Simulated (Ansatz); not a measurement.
Relaxed-ion elastic tensor of Al₃Pt₂ (La2O3 or Ni2Al3 type, P-3m1) in GPa (Voigt order), the program Ansatz at the LDA level (PAW); density 10.07 g/cm³, 15.54 Å³ per atom.

```
 273   121   114  -8.8   0.0   0.0
 121   273   114   8.8   0.0   0.0
 114   114   322   0.0   0.0   0.0
-8.8   8.8   0.0  86.1   0.0   0.0
 0.0   0.0   0.0   0.0  86.1  -8.8
 0.0   0.0   0.0   0.0  -8.8  75.8
```

**Question.** Is the crystal mechanically stable?

**Answer.** Yes: the smallest eigenvalue of C is 70.8 GPa.

**Question.** Work out the Voigt, Reuss and Hill averages.

**Answer.** K_V = 174, K_R = 173, K_H = 174; G_V = 84.1, G_R = 82.5, G_H = 83.3 GPa.

**Question.** Give Young's modulus, Poisson's ratio, Pugh's ratio and the universal anisotropy index.

**Answer.** E = 9KG/(3K + G) = 216 GPa; ν = 0.29; K/G = 2.09 (ductile by the Pugh limit of 1.75); A_U = 5G_V/G_R + K_V/K_R − 6 = 0.10.

**Question.** Estimate the sound speeds and the Debye temperature.

**Answer.** v_l = √((K + 4G/3)/ρ) = 5320 m/s, v_t = √(G/ρ) = 2880 m/s, mean 3210 m/s; Θ = (h/k)(3n/4πV)^(1/3) v_m = 383 K.

**Question.** Solve the Christoffel equation for the three sound speeds along x, y, z.

**Answer.** Eigenvalues of C_ijkl n_j n_l equal ρv². In km/s, slowest first: x 2.65, 3.01, 5.21; y 2.74, 2.92, 5.21; z 2.92, 2.92, 5.65.

**Question.** How much does each axis shrink under pressure?

**Answer.** Linear compressibilities β_i = Σ_j S_ij (j = 1 to 3): x 2.1, y 2.1, z 1.6 per TPa.

The workflow started from a Materials Project entry (that database holds measured and hypothetical structures alike); the Crystallography Open Database copy checked does not list it. Its standing as an ambient phase is unchecked. The cell was relaxed with LDA under the symmetry of its start; its stability against distortions is not shown here. The run is not spin-polarised. As this level gives no gap, shear constants depend on the k-mesh and smearing (Fermi–Dirac, 0.1 eV here). Spin–orbit coupling is left out wherever it is not named.

Potentials: the later of the program's two PAW sets.
